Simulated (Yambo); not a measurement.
Yambo run on ZnCl2 (space group P4_2/nmc, No. 137). The wavefunctions are PBEsol (Quantum ESPRESSO, PseudoDojo norm-conserving, 84 Ry, scalar-relativistic) ones on a 4×4×1 mesh (34 occupied bands); a = b = 3.6786 Å, c = 10.7475 Å, α = β = γ = 90.00°.

Yambo input:

```
rim_cut
HF_and_locXC
RandQpts= 1000000
RandGvec= 1 Ry
EXXRLvcs= 84 Ry
VXCRLvcs= 336 Ry
% QPkrange
 1 | 1 | 34 | 35 |
 3 | 3 | 34 | 35 |
 6 | 6 | 34 | 35 |
%
```

k points by index: 1 = Γ, 3 = X, 6 = M.

Table of the .hf output:

```
#    K-point    Band    Eo [eV]    Ehf [eV]    Vxc [eV]    Vnlxc [eV]
#
    1    34    0.000000    -4.596561    -16.32314    -20.91970
    1    35    3.672423    8.062597    -11.32741    -6.937241
    3    34    -0.181783    -4.907127    -15.12506    -19.85040
    3    35    5.133964    10.07115    -12.62546    -7.688278
    6    34    -1.120924    -6.011010    -13.71745    -18.60754
    6    35    6.089574    10.31137    -9.404238    -5.182443
```
Exchange alone, without screening.

Geometry relaxed with PBE+D3(BJ).
